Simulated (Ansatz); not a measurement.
TaP:
```cif
data_PTa
_chemical_formula_sum 'Ta1 P1'
_space_group_name_H-M_alt 'P-6m2'
_space_group_IT_number 187
_space_group_name_Hall 'P -6 2'
_cell_length_a 3.28256
_cell_length_b 3.28256
_cell_length_c 3.31700
_cell_angle_alpha 90.000
_cell_angle_beta 90.000
_cell_angle_gamma 120.000
loop_
_atom_site_label
_atom_site_type_symbol
_atom_site_symmetry_multiplicity
_atom_site_Wyckoff_symbol
_atom_site_fract_x
_atom_site_fract_y
_atom_site_fract_z
_atom_site_occupancy
Ta1 Ta 1 e 0.66667 0.33333 0.00000 1
P1 P 1 b 0.00000 0.00000 0.50000 1
```

Relaxed at zero pressure with the program Ansatz at the PBEsol level (PAW).

Question: The volume is raised by 6 % and shape and atoms relax at that volume. What pressure results, and how do the axes share the change?

Answer: -10.8 GPa; a 2.5 %, b 2.5 %, c 0.9 %; the energy rises by 33 meV/atom.

Question: Give the new structure.

Answer: 
Space group P-6m2 (No. 187); a = b = 3.3649 Å, c = 3.3460 Å, α = β = 90.00°, γ = 120.00°

| atom | site | symmetry | x | y | z |
|---|---|---|---|---|---|
| Ta | 1e | -6m2 | 0.6667 | 0.3333 | 0.0000 |
| P | 1b | -6m2 | 0.0000 | 0.0000 | 0.5000 |

The phase is kept; no other phase was compared at this pressure.

The first step of the workflow began from a Materials Project structure, measured or hypothetical; the Crystallography Open Database copy checked does not list it. COD files the formula under space group No. 141, so this cell is another polymorph or a model. Whether it is the stable phase at ambient conditions was not checked. The PBEsol relaxation kept the symmetry of its start; of distortions, only those at the zone centre were tested. No spin polarisation was allowed. Scalar-relativistic: spin–orbit coupling is off unless named, which matters more the heavier the elements.

Potentials: the earlier of the program's two PAW sets.
